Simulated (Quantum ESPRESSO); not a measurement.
# In4O4FN: input and log of a self-consistent run

Computed values, not a measurement. The program is pw.x of Quantum ESPRESSO 7.5 (plane-wave density functional theory). The cell is made up: 10 atoms on a corundum lattice, with randomly drawn elements, strain and displacements, not relaxed. PseudoDojo standard norm-conserving files (v0.5 for PBE, v0.4.1 for LDA and PBEsol) set the functional; there is no spin polarisation, spin-orbit coupling or dispersion term, and the masses in the input are unused placeholders.

Input:

```
&control calculation='scf', pseudo_dir='./dojo.nc.sr.pbe.v0_5.standard.upf', outdir='./o', disk_io='low', tprnfor=.true., tstress=.true. /
&system ibrav=0, nat=10, ntyp=4, nbnd=54, ecutwfc=84.00895049, nosym=.true., tot_charge=0,
 occupations='smearing', smearing='fd', degauss=0.0073498644
/
&electrons conv_thr=7.350e-09, electron_maxstep=60, /
ATOMIC_SPECIES
F 1.0 F.upf
In 1.0 In.upf
N 1.0 N.upf
O 1.0 O.upf
CELL_PARAMETERS angstrom
2.9059 1.6432 5.1437
-2.8383 1.6319 5.1091
0.024 -3.2789 5.1277
ATOMIC_POSITIONS angstrom
In 0.0788 -0.0032 5.3133
In 0.0419 0.0359 2.2938
In 0.1221 -0.0135 10.0092
In 0.1496 -0.0385 13.2279
O -0.9543 1.8326 8.8619
F -0.7641 -1.8085 8.9034
O 2.0531 -0.0263 8.9951
N 1.1706 -1.703 6.4379
O 1.0216 1.7827 6.3784
O -2.0271 -0.0634 6.2909
K_POINTS automatic
7 7 7 1 1 1
```

The log is shortened where brackets say so; the opening notice, blank lines, dates and the lines on written files are dropped, and the path of the files is cut. It prints rydbergs, bohrs and kilobars, and counts compression as positive stress.

```
     Program PWSCF v.7.5
     Parallel version (MPI & OpenMP), running on       4 processor cores
     Number of MPI processes:                 4
     Threads/MPI process:                     1
     [start-up lines left out]
     bravais-lattice index     =            0
     lattice parameter (alat)  =      11.5879  a.u.
     unit-cell volume          =     977.0340 (a.u.)^3
     number of atoms/cell      =           10
     number of atomic types    =            4
     number of electrons       =        88.00
     number of Kohn-Sham states=           54
     kinetic-energy cutoff     =      84.0090  Ry
     charge density cutoff     =     336.0358  Ry
     scf convergence threshold =      7.3E-09
     mixing beta               =       0.7000
     number of iterations used =            8  plain     mixing
     Exchange-correlation= PBE
                           (   1   4   3   4   0   0   0)
     [axes and pseudopotential details left out]
   Cartesian axes
     site n.     atom                  positions (alat units)
         1        In     tau(   1) = (   0.0128505  -0.0005218   0.8664805  )
         2        In     tau(   2) = (   0.0068330   0.0058545   0.3740675  )
         3        In     tau(   3) = (   0.0199118  -0.0022015   1.6322769  )
         4        In     tau(   4) = (   0.0243964  -0.0062785   2.1571750  )
         5        O      tau(   5) = (  -0.1556250   0.2988561   1.4451779  )
         6        F      tau(   6) = (  -0.1246076  -0.2949259   1.4519456  )
         7        O      tau(   7) = (   0.3348147  -0.0042889   1.4668998  )
         8        N      tau(   8) = (   0.1908987  -0.2777213   1.0498777  )
         9        O      tau(   9) = (   0.1666001   0.2907185   1.0401745  )
        10        O      tau(  10) = (  -0.3305747  -0.0103391   1.0259052  )
     number of k points=   172  Fermi-Dirac smearing, width (Ry)=  0.0073
     Number of k-points >= 100: set verbosity='high' to print them.
     Dense  grid:   101725 G-vectors     FFT dimensions: (  72,  72,  72)
     Estimated max dynamical RAM per process >     614.34 MB
     Estimated total dynamical RAM >       2.33 GB
     Initial potential from superposition of free atoms
     starting charge      87.9844, renormalised to      88.0000
     Starting wfcs are   60 randomized atomic wfcs
     total cpu time spent up to now is       33.9 secs
     per-process dynamical memory:   556.8 Mb
     Self-consistent Calculation
     iteration #  1     ecut=    84.01 Ry     beta= 0.70
     Davidson diagonalization with overlap
     ethr =  1.00E-02,  avg # of iterations =  3.0
     total cpu time spent up to now is      113.0 secs
     total energy              =    -732.28715851 Ry
     estimated scf accuracy    <       3.07628221 Ry
     iteration #  2     ecut=    84.01 Ry     beta= 0.70
     Davidson diagonalization with overlap
     ethr =  3.50E-03,  avg # of iterations =  3.2
     total cpu time spent up to now is      204.5 secs
     total energy              =    -732.45360168 Ry
     estimated scf accuracy    <       7.75770142 Ry
     iteration #  3     ecut=    84.01 Ry     beta= 0.70
     Davidson diagonalization with overlap
     ethr =  3.50E-03,  avg # of iterations =  2.4
     total cpu time spent up to now is      299.6 secs
     total energy              =    -733.80606537 Ry
     estimated scf accuracy    <       0.66926242 Ry
     iteration #  4     ecut=    84.01 Ry     beta= 0.70
     Davidson diagonalization with overlap
     ethr =  7.61E-04,  avg # of iterations =  2.0
     total cpu time spent up to now is      387.7 secs
     total energy              =    -733.89795280 Ry
     estimated scf accuracy    <       0.03473807 Ry
     iteration #  5     ecut=    84.01 Ry     beta= 0.70
     Davidson diagonalization with overlap
     ethr =  3.95E-05,  avg # of iterations =  7.8
     total cpu time spent up to now is      496.9 secs
     total energy              =    -733.90237475 Ry
     estimated scf accuracy    <       0.01906822 Ry
     [iterations 6 to 10 left out]
     iteration # 11     ecut=    84.01 Ry     beta= 0.70
     Davidson diagonalization with overlap
     ethr =  1.12E-08,  avg # of iterations =  2.0
     total cpu time spent up to now is     1030.8 secs
     total energy              =    -733.90661375 Ry
     estimated scf accuracy    <       0.00000065 Ry
     iteration # 12     ecut=    84.01 Ry     beta= 0.70
     Davidson diagonalization with overlap
     ethr =  7.41E-10,  avg # of iterations =  3.1
     total cpu time spent up to now is     1127.8 secs
     total energy              =    -733.90661379 Ry
     estimated scf accuracy    <       0.00000026 Ry
     iteration # 13     ecut=    84.01 Ry     beta= 0.70
     Davidson diagonalization with overlap
     ethr =  2.90E-10,  avg # of iterations =  2.1
     total cpu time spent up to now is     1220.9 secs
     total energy              =    -733.90661384 Ry
     estimated scf accuracy    <       0.00000004 Ry
     iteration # 14     ecut=    84.01 Ry     beta= 0.70
     Davidson diagonalization with overlap
     ethr =  4.48E-11,  avg # of iterations =  3.6
     total cpu time spent up to now is     1321.3 secs
     total energy              =    -733.90661385 Ry
     estimated scf accuracy    <          9.2E-09 Ry
     iteration # 15     ecut=    84.01 Ry     beta= 0.70
     Davidson diagonalization with overlap
     ethr =  1.04E-11,  avg # of iterations =  2.3
     total cpu time spent up to now is     1410.2 secs
     End of self-consistent calculation
     [lines on levels left out]
!    total energy              =    -733.90661385 Ry
     estimated scf accuracy    <          5.5E-10 Ry
     smearing contrib. (-TS)   =      -0.00230017 Ry
     internal energy E=F+TS    =    -733.90431367 Ry
     The total energy is F=E-TS. E is the sum of the following terms:
     one-electron contribution =    -194.78205072 Ry
     hartree contribution      =     167.45038424 Ry
     xc contribution           =    -211.04994584 Ry
     ewald contribution        =    -495.52270136 Ry
     convergence has been achieved in  15 iterations
     Forces acting on atoms (cartesian axes, Ry/au):
     atom    1 type  2   force =     0.03744818   -0.06083588    0.12216747
     atom    2 type  2   force =     0.03188499   -0.05536457   -0.10824034
     atom    3 type  2   force =    -0.00784004    0.05202156    0.06065862
     atom    4 type  2   force =    -0.02360358    0.06635513   -0.12875425
     atom    5 type  4   force =    -0.08323897   -0.12859531    0.07330906
     atom    6 type  1   force =    -0.00174160    0.01022509    0.01186762
     atom    7 type  4   force =     0.00545192    0.08626251    0.00712688
     atom    8 type  3   force =     0.02788877    0.04500524   -0.04797493
     atom    9 type  4   force =    -0.02056021    0.00823634    0.00743657
     atom   10 type  4   force =     0.03431053   -0.02331010    0.00240330
     Total force =     0.328326     Total SCF correction =     0.000068
     Computing stress (Cartesian axis) and pressure
          total   stress  (Ry/bohr**3)                   (kbar)     P=      -24.84
  -0.00031233   0.00005638   0.00005288          -45.94        8.29        7.78
   0.00005638   0.00006007   0.00005209            8.29        8.84        7.66
   0.00005288   0.00005209  -0.00025435            7.78        7.66      -37.42
     init_run     :     32.19s CPU     33.21s WALL (       1 calls)
     electrons    :   1370.25s CPU   1376.38s WALL (       1 calls)
     forces       :      7.44s CPU      7.45s WALL (       1 calls)
     stress       :     26.11s CPU     26.12s WALL (       1 calls)
     [timing details left out]
     PWSCF        :  23m57.05s CPU  24m 4.38s WALL
     JOB DONE.
```

In other units: free energy -9985.308 eV for the cell, pressure -2.48 GPa, largest force component 3.310 eV/Å. A rerun of this cell at a cutoff of 1437 eV and k mesh 9 x 9 x 9 moved values by no more than 0.003 eV in energy, 0.03 GPa in stress and 0.002 eV/Å in force.